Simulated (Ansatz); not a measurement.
HfCuSi2 in space group P4/nmm (No. 129; Hf on 2c, Si on 2b, Si on 2c, Cu on 2a), DFT-PBE in the program Ansatz with PAW potentials, all energies at zero smearing, with the estimated change up to a 700 eV cutoff added, with one set of potentials and settings (totals compare only within such a set). Cell of 8 atoms (2 Hf, 4 Si, 2 Cu): -47241.797 eV.

```tsv
element	reference phase	E (eV/atom)
Hf	P6_3/mmc, 2 atoms in the cell	-15722.2087
Si	Fd-3m, 2 atoms in the cell	-635.8114
Cu	Fm-3m, 1 atoms in the cell	-6625.1847
```

Formation energy per atom, worked out: (-47241.797 − 2×(-15722.2087) − 4×(-635.8114) − 2×(-6625.1847))/8 = -0.471 eV/atom (-45 kJ per mol of atoms), at 0 K, without zero-point energy or fitted corrections.

The workflow started from a Materials Project entry (that database holds measured and hypothetical structures alike); the Crystallography Open Database copy checked does not list it. Whether it is the stable phase at ambient conditions was not checked. The PBE relaxation kept the symmetry of its start; its stability against distortions is not shown here. No spin polarisation was allowed. The references are the lowest solids computed at this level, not always the standard phases. Spin–orbit coupling is left out wherever it is not named.

Potentials: the earlier of the program's two PAW sets.
